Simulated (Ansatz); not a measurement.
# What U does to RbMnSe2 (I-4m2)

```
Rb Mn Se
1.0
    -2.02179    2.02179    7.06708
     2.02179   -2.02179    7.06708
     2.02179    2.02179   -7.06708
Rb Mn Se
1 1 2
Cartesian
  0.0000 0.0000 0.0000
  2.0218 0.0000 3.5335
  0.0000 0.0000 9.2237
  0.0000 0.0000 4.9105
```

The source of the geometry is a structure from the Materials Project; atoms and cell stay fixed.

Settings: PBEsol, 10×10×10 k mesh, Fermi–Dirac smearing of 0.05 eV. PAW means Ansatz 0.2.0 on its default frozen-core files; LAPW is all-electron LAPW in Ansatz 0.2.0. Site moments are integrated in spheres about the atoms, whose radii differ between the methods. Start moments of the first PAW run (μB): Mn2 4.

U is Dudarev's effective value on Löwdin-orthogonalised free-atom orbitals with fully localised double counting, unless a row says otherwise (a row with U and J takes Liechtenstein's form); the search for lower states is left at its default. Gaps are Kohn–Sham gaps on the k mesh over both spins.

Without U, PAW counts the shell on its file's own orbitals, so that entry can be offset from the others.

```
             run  largest site moment PAW (μB)  largest site moment LAPW (μB)  gap PAW (eV)  gap LAPW (eV)  Mn d electrons PAW  electrons LAPW  P PAW (GPa)  P LAPW (GPa)
            no U                          3.63                           3.77         metal          metal                5.50            5.46         -2.3          -2.3
U = 2 eV on Mn d                          3.95                           4.10         metal          metal                5.38            5.38         -0.7          -0.7
U = 4 eV on Mn d                          4.14                           4.30         metal          metal                5.30            5.30          0.8           0.8
U = 6 eV on Mn d                          4.27                           4.43         metal          metal                5.24            5.24          2.0           2.1
```

**Question.** Give the eigenvalues of the occupation matrix of Mn2 d for «U = 2 eV on Mn d» by LAPW.

**Answer.** Majority spin: 0.95, 0.95, 0.95, 0.98, 0.99. Minority spin: 0.05, 0.08, 0.14, 0.14, 0.15.

The PAW files were made with PBE; the program remakes their cores once for the run's functional and then keeps them frozen. The magnetic state is the one that this cell and start allow. It needn't be the compound's measured order, which may need a larger cell or be absent.
